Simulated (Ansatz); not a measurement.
An Ansatz (a quantum-chemistry and plane-wave program) input:

Ansatz 0.2 input:
```yaml
crystal:
  lattice:
    - [6.1482983444, 0.0, 0.0]
    - [-3.0741491722, 5.3245825563, 0.0]
    - [0.0, 0.0, 7.902224648]
  atoms:
    - { symbol: Rb, position: [0.0, 0.0, 0.5] }
    - { symbol: Rb, position: [0.6666666667, 0.3333333333, 0.1579145159] }
    - { symbol: Rb, position: [0.3333333333, 0.6666666667, 0.8420854841] }
    - { symbol: Na, position: [0.0, 0.0, 0.0] }
    - { symbol: W, position: [0.6666666667, 0.3333333333, 0.7220636165] }
    - { symbol: W, position: [0.3333333333, 0.6666666667, 0.2779363835] }
    - { symbol: O, position: [0.8228987912, 0.6457975825, 0.8039982839] }
    - { symbol: O, position: [0.1771012088, 0.3542024175, 0.1960017161] }
    - { symbol: O, position: [0.3542024175, 0.1771012088, 0.8039982839] }
    - { symbol: O, position: [0.6457975825, 0.8228987912, 0.1960017161] }
    - { symbol: O, position: [0.8228987912, 0.1771012088, 0.8039982839] }
    - { symbol: O, position: [0.1771012088, 0.8228987912, 0.1960017161] }
    - { symbol: O, position: [0.6666666667, 0.3333333333, 0.498106368] }
    - { symbol: O, position: [0.3333333333, 0.6666666667, 0.501893632] }
kpoints:
  mp_grid: { grid: [5, 5, 3] }
hamiltonian:
  xc: r2scan
  pseudopotentials: { kind: paw }
scf:
  occupations: { method: fixed }
output:
  optics: { e_range: [0.0, 15.0], de: 0.05, sigma: 0.1, bands: { spectra_wanted_up_to: 12 eV } }
```

### Question
How many symmetry operations and irreducible k-points will the run report?

### Answer
12 operations, 12 of 75 k-points.

### Question
With a cutoff of 500 eV, how many plane waves at Γ?

### Answer
6569.

It took about 11 core-minutes (a rough figure) on shared server cores.

Space group P-3m1. The first step of the workflow began from a Materials Project structure, measured or hypothetical; the Crystallography Open Database copy checked does not list it. Whether it is the stable phase at ambient conditions was not checked. Symmetry was held in the r²SCAN relaxation; whether a distortion lowers the energy is not shown. The run is not spin-polarised. No Hubbard U is applied. Spin–orbit coupling is left out wherever it is not named.

Potentials: the later of the program's two PAW sets.

Ansatz is a plane-wave DFT program.
